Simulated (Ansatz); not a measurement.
Relaxed-ion elastic tensor of SiC3 in space group P-4m2 (No. 115; C on 1a, C on 2g, Si on 1c) in GPa (Voigt order), the program Ansatz at the r²SCAN level (PAW); density 3.33 g/cm³, 8.00 Å³ per atom.

```json
[
 {"": "1", "1": "664", "2": "20.8", "3": "135", "4": "0.0", "5": "0.0", "6": "0.0"},
 {"": "2", "1": "20.8", "2": "664", "3": "135", "4": "0.0", "5": "0.0", "6": "0.0"},
 {"": "3", "1": "135", "2": "135", "3": "702", "4": "0.0", "5": "0.0", "6": "0.0"},
 {"": "4", "1": "0.0", "2": "0.0", "3": "0.0", "4": "318", "5": "0.0", "6": "0.0"},
 {"": "5", "1": "0.0", "2": "0.0", "3": "0.0", "4": "0.0", "5": "318", "6": "0.0"},
 {"": "6", "1": "0.0", "2": "0.0", "3": "0.0", "4": "0.0", "5": "0.0", "6": "196"}
]
```

Q: Is the crystal mechanically stable?

A: Yes: the smallest eigenvalue of C is 196 GPa.

Q: Work out the Voigt, Reuss and Hill averages.

A: K_V = 290, K_R = 287, K_H = 289; G_V = 282, G_R = 271, G_H = 277 GPa.

Q: Give Young's modulus, Poisson's ratio, Pugh's ratio and the universal anisotropy index.

A: E = 9KG/(3K + G) = 629 GPa; ν = 0.14; K/G = 1.04 (brittle by the Pugh limit of 1.75); A_U = 5G_V/G_R + K_V/K_R − 6 = 0.21.

Q: Estimate the sound speeds and the Debye temperature.

A: v_l = √((K + 4G/3)/ρ) = 14100 m/s, v_t = √(G/ρ) = 9120 m/s, mean 10000 m/s; Θ = (h/k)(3n/4πV)^(1/3) v_m = 1490 K.

Q: Solve the Christoffel equation for the three sound speeds along x, y, z.

A: Eigenvalues of C_ijkl n_j n_l equal ρv² (piezoelectric stiffening left out). In km/s, slowest first: x 7.67, 9.78, 14.13; y 7.67, 9.78, 14.13; z 9.78, 9.78, 14.53.

Q: How much does each axis shrink under pressure?

A: Linear compressibilities β_i = Σ_j S_ij (j = 1 to 3): x 1.3, y 1.3, z 0.93 per TPa.

The start of the workflow was typed in or built on a structure type; neither database checked (COD, Materials Project) lists it. Whether it is the stable phase at ambient conditions was not checked. The r²SCAN relaxation kept the symmetry of its start; whether a distortion lowers the energy is not shown. Its formation energy is positive at this level, so the cell may be metastable or incomplete.

Potentials: the earlier of the program's two PAW sets.
